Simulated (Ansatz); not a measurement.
InP (zinc blende)

```yaml
crystal:
  lattice:
    - [0.00000, 5.95980, 5.95980]
    - [2.97990, 0.00000, 2.97990]
    - [2.97990, 2.97990, 0.00000]
  atoms:
    - { symbol: P, position: [0.37500, 0.75000, 0.75000] }
    - { symbol: P, position: [0.87500, 0.75000, 0.75000] }
    - { symbol: In, position: [0.00000, 0.00000, 0.00000] }
    - { symbol: In, position: [0.50000, 0.00000, 0.00000] }
```

The atoms are displaced by Q × the pattern below (from a DFPT mode at L = (0.5, 0.0, 0.0), largest move 1; Q in Å), at fixed cell. It is one choice among 2 degenerate patterns. (q is in reciprocal vectors of the primitive cell; the cell shown is doubled to hold the pattern.)

| atom | x | y | z |
|---|---|---|---|
| P1 | 0.285 | -0.520 | 0.805 |
| P2 | -0.285 | 0.520 | -0.805 |
| In3 | 0.067 | -0.122 | 0.188 |
| In4 | -0.067 | 0.122 | -0.188 |

These are PBE (plane waves to 420 eV, PAW, scalar-relativistic; Ansatz, a quantum-chemistry and plane-wave program) values and carry that method's errors. k mesh 5×10×10 (Γ-centred), Fermi-Dirac smearing 0.05 eV. Energies are smeared free energies. InP was relaxed with its symmetry unable to fall. The PAW data are Ansatz's earlier set. The zero of ΔE is the undisplaced structure.

```
Q (Å)    ΔE (meV/cell)
-------  -------------
-0.2800            939
-0.2333            645
-0.1867            409
-0.1400            228
-0.0933       withheld
-0.0467             25
0.0000               0
0.0467              25
0.0933        withheld
0.1400             228
0.1867             409
0.2333             645
0.2800             939
```

### Question
Fit an even polynomial form (powers 2, 4) to the given rows and predict ΔE at Q = -0.0933.

### Answer
Least squares on the 11 given rows: ΔE = (11540)·Q² + (5612)·Q⁴, in meV/cell with Q in Å; root-mean-square residual 0.2 meV/cell. At -0.0933 the fit gives 101 meV/cell; the calculation gives 101 meV/cell, the same to the digits shown. The quadratic term alone would give 100 meV/cell.

(For displaced atoms, the force is minus the slope of the energy, and its curvature is a force constant, which sets phonon frequencies.)
